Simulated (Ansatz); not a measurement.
Input:

SiC:
```cif
data_C4Si4
_chemical_formula_sum 'Si4 C4'
_space_group_name_H-M_alt 'P 1'
_space_group_IT_number 1
_cell_length_a 5.87683
_cell_length_b 3.14074
_cell_length_c 5.19615
_cell_angle_alpha 90.000
_cell_angle_beta 90.000
_cell_angle_gamma 90.000
loop_
_space_group_symop_operation_xyz
  'x, y, z'
loop_
_atom_site_label
_atom_site_type_symbol
_atom_site_fract_x
_atom_site_fract_y
_atom_site_fract_z
_atom_site_occupancy
Si1 Si 0.15909 0.25000 0.40497 1
Si2 Si 0.34091 0.75000 0.90497 1
Si3 Si 0.84091 0.75000 0.59503 1
Si4 Si 0.65909 0.25000 0.09503 1
C1 C 0.82668 0.25000 0.39413 1
C2 C 0.67332 0.75000 0.89413 1
C3 C 0.17332 0.75000 0.60587 1
C4 C 0.32668 0.25000 0.10587 1
```

This is the PBE-relaxed structure.

Problem. All from PBE (plane waves, PAW; program Ansatz), unless another level is named. Estimate the band gap.

Solution. 2.54 eV (indirect).

Problem. Next, the hole effective mass?

Solution. 0.66, 1.5, 2.2 mₑ (principal values).

Problem. What about the valence-band maximum?

Solution. at Γ.

Space group Pnma. The start of the workflow was typed in or built on a structure type; neither database checked (COD, Materials Project) lists it. It is not the phase usual at ambient conditions (space group No. 186, 216). The PBE relaxation kept the symmetry of its start; whether a distortion lowers the energy is not shown.

Potentials: the later of the program's two PAW sets.
